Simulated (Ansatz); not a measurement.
Starting cell, NiO (rock salt):

```xyz
2
Lattice="0.0000 2.0943 2.0943 2.0943 0.0000 2.0943 2.0943 2.0943 0.0000" Properties=species:S:1:pos:R:3 pbc="T T T"
O      0.0000     0.0000     0.0000
Ni     2.0943     2.0943     2.0943
```

Scan: atom 2 (Ni, nearest neighbour O at 2.094 Å; its periodic images, 3.0 Å or more away, move with it) is displaced towards the nearest neighbour, direction (-1.000, 0.000, 0.000) in Cartesian axes, by s. The other atoms stay.

Level of theory: r2SCAN (plane waves to 500 eV, PAW, scalar-relativistic; Ansatz, an electronic-structure program). k mesh 11×11×11 (Γ-centred), Fermi-Dirac smearing 0.05 eV. Energies are smeared free energies. NiO is run spin-polarised and with no Hubbard U; the real compound is an antiferromagnetic insulator, a state that this run doesn't describe. NiO was relaxed with its symmetry unable to fall. Relaxed NiO ends ferromagnetic. Other magnetic orders were not checked, so this need not be the ground state. ΔE is measured from the undisplaced structure.

| s (Å) | ΔE (meV/cell) |
|---|---|
| -0.210 | 112.0 |
| -0.168 | 63.5 |
| -0.126 | withheld |
| -0.084 | 13.0 |
| -0.042 | 3.0 |
| 0.000 | 0.0 |
| 0.042 | 3.0 |
| 0.084 | 13.0 |
| 0.126 | withheld |
| 0.168 | 63.5 |
| 0.210 | 112.0 |

Q: Fit an even polynomial form (powers 2, 4) to the given rows and predict ΔE at s = -0.126.

A: Least squares on the 9 given rows: ΔE = (1726)·s² + (18460)·s⁴, in meV/cell with s in Å; root-mean-square residual 0.08 meV/cell. At -0.126 the fit gives 32.1 meV/cell; the calculation gives 32.0 meV/cell, so the interpolation is off by 0.1 (+0.3 %). The quadratic term alone would give 27.4 meV/cell.

(For displaced atoms, the force is minus the slope of the energy, and its curvature is a force constant, which sets phonon frequencies.)
